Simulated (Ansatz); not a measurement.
CePt3Si

Level of theory: DFT, PBE with spin–orbit coupling, two-component spinors; plane waves to 420 eV with PAW datasets (Ansatz 0.2.0), 8×8×6 k-mesh, Gaussian smearing of 0.05 eV; PAW files: Ansatz's generated set soft_2.

```
CELL_PARAMETERS angstrom
4.06145 0.00000 0.00000
0.00000 4.06145 0.00000
0.00000 0.00000 5.54792
ATOMIC_POSITIONS crystal
Ce 0.50000 0.50000 0.73271
Pt 0.50000 0.00000 0.23772
Pt 0.00000 0.50000 0.23772
Pt 0.00000 0.00000 0.58752
Si 0.00000 0.00000 0.00472
```

The chain of runs began from a structure of the Materials Project database, expanded in volume; all values here are this work's own. Such entries can be computed or ordered models and not known phases.

Magnetic state: non-magnetic, site spin moments none.

At this volume the pressure is 0.12 GPa; it isn't quite the equilibrium of this level of theory.

Path: Γ–X–M–Γ–Z–R–A–Z | X–R | M–A, with Γ = (0.000, 0.000, 0.000), X = (0.000, 0.500, 0.000), M = (0.500, 0.500, 0.000), Z = (0.000, 0.000, 0.500), R = (0.000, 0.500, 0.500), A = (0.500, 0.500, 0.500) in reciprocal vectors of the calculation's cell.

Levels between -4 and 4 eV from the Fermi level at the path's named points:
```tsv
point	below E_F (eV)	above E_F (eV)
Γ	-3.71 -3.71 -3.24 -3.24 -3.06 -3.06 -2.85 -2.85 -2.38 -2.38 -2.30 -2.30 -1.82 -1.82 -1.51 -1.51 -1.37 -1.37 -0.34 -0.34 -0.30 -0.30 -0.07 -0.07	0.13 0.13 0.28 0.28 0.39 0.39 0.59 0.59 0.59 0.59 0.99 0.99 1.28 1.28 1.95 1.95 3.44 3.44 3.54 3.54
X	-3.77 -3.77 -3.53 -3.53 -3.13 -3.13 -2.70 -2.70 -2.27 -2.27 -2.17 -2.17 -2.04 -2.04 -1.28 -1.28	0.01 0.01 0.09 0.09 0.31 0.31 0.34 0.34 0.46 0.46 0.58 0.58 0.61 0.61 0.72 0.72 0.96 0.96 1.29 1.29 3.13 3.13
M	-3.35 -3.35 -3.34 -3.34 -3.26 -3.26 -3.14 -3.14 -2.74 -2.74 -2.62 -2.62 -1.75 -1.75 -1.72 -1.72 -0.98 -0.98 -0.38 -0.38 -0.33 -0.33	0.19 0.19 0.35 0.35 0.38 0.38 0.51 0.51 0.59 0.59 0.64 0.64 0.69 0.69 1.00 1.00 1.15 1.15 3.64 3.64
Z	-3.94 -3.94 -3.54 -3.54 -3.10 -3.10 -2.66 -2.66 -2.31 -2.31 -2.26 -2.26 -1.45 -1.45 -0.28 -0.28 -0.04 -0.04	0.09 0.09 0.27 0.27 0.28 0.28 0.42 0.42 0.54 0.54 0.57 0.57 0.62 0.62 1.04 1.04 1.11 1.11 1.85 1.85
R	-3.94 -3.94 -3.62 -3.62 -3.22 -3.22 -2.80 -2.80 -2.61 -2.61 -2.46 -2.46 -2.37 -2.37 -2.11 -2.11 -1.69 -1.69 -1.05 -1.05	0.17 0.17 0.25 0.25 0.33 0.33 0.51 0.51 0.58 0.58 0.59 0.59 0.66 0.66 1.97 1.97 3.01 3.01 3.42 3.42 3.77 3.77
A	-3.67 -3.67 -3.60 -3.60 -3.10 -3.10 -3.00 -3.00 -2.77 -2.77 -2.49 -2.49 -2.38 -2.38 -1.68 -1.68 -1.55 -1.55 -0.59 -0.59 -0.38 -0.38 -0.05 -0.05	0.17 0.17 0.33 0.33 0.36 0.36 0.56 0.56 0.59 0.59 0.63 0.63 0.88 0.88 1.01 1.01 1.03 1.03
```

Q: By these bands, is it a metal or an insulator, and if it has a gap, where are the band edges on this path?

A: A metal: bands cross the Fermi level.

The starting moments died out; a magnetic state reached from other starts isn't excluded.

The state of the open shells isn't shown to be the lowest, and forces and pressures are less sure for it.
